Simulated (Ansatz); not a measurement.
Al2Cu (Al2Cu type, space group I4/mcm)

```xyz
6
Lattice="-3.0297 3.0297 2.4372 3.0297 -3.0297 2.4372 3.0297 3.0297 -2.4372" Properties=species:S:1:pos:R:3 pbc="T T T"
Al     3.9888     0.9591     0.0000
Al     0.9591     2.0707     0.0000
Al     2.0707     0.9591     2.4372
Al    -0.9591     2.0707     2.4372
Cu     0.0000     0.0000     3.6559
Cu     0.0000     0.0000     1.2186
```

Grid over V/V₀ and (c/a)/(c/a)₀, subscript 0 meaning the relaxed cell; the conventional c axis lies along z; no internal relaxation.

Level of theory: PBE (plane waves to 420 eV, PAW, scalar-relativistic; Ansatz, a first-principles code). k mesh 12×12×12 (Γ-centred), Fermi-Dirac smearing 0.05 eV. Stress and pressure are positive under compression. As the atoms are clamped, bonds stretch with the cell, which overstates energies and stresses. With partly filled bands, the response to shear is sensitive to the k mesh, so small differences along c/a are uncertain. Al2Cu is run without spin polarisation. Al2Cu was relaxed with its symmetry unable to fall.

At one point of the scan the stress tensor (GPa) is:

```
   -0.9      0.0      0.0
    0.0     -0.9      0.0
    0.0      0.0     -5.0
```

Problem. Which point is it?
(A) V/V₀ = 1.027, (c/a)/(c/a)₀ = 1.040
(B) V/V₀ = 1.040, (c/a)/(c/a)₀ = 1.040
(C) V/V₀ = 1.040, (c/a)/(c/a)₀ = 0.960
(D) V/V₀ = 1.027, (c/a)/(c/a)₀ = 0.973

Solution. A, V/V₀ = 1.027, (c/a)/(c/a)₀ = 1.040

(A scan under strain: stresses follow from slopes of the energy per volume, elastic moduli from its curvatures.)
